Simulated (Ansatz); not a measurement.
A geometry of Bi away from equilibrium: step 2 of the relaxation of a relaxed Bi cell stretched uniformly to 115 % of its volume. Level of theory: PBE (plane waves to 420 eV, PAW, scalar-relativistic; Ansatz, a quantum-chemistry and plane-wave program). Γ-centred k-mesh 8×8×8 on the run's cell (coarser than for final values), Fermi–Dirac smearing 0.05 eV. The plane waves were selected for a different cell earlier on the path.

```yaml
crystal:
  lattice:
    - [2.28362, 1.31845, 4.08869]
    - [-2.28362, 1.31845, 4.08869]
    - [0.00000, -2.63690, 4.08869]
  atoms:
    - { symbol: Bi, position: [0.22814, 0.22814, 0.22814] }
    - { symbol: Bi, position: [0.77186, 0.77186, 0.77186] }
```

Problem. Give the Cartesian forces on all atoms (eV/Å).

Solution. 
```csv
atom,Fx,Fy,Fz
Bi1,0.00,0.00,0.58
Bi2,0.00,0.00,-0.58
```

The path ends in R-3m (No. 166) (AFLOW prototype A_hR2_166_c (A7, as in As)). No spin polarisation in the result.

The run could not lose the symmetry of its start.
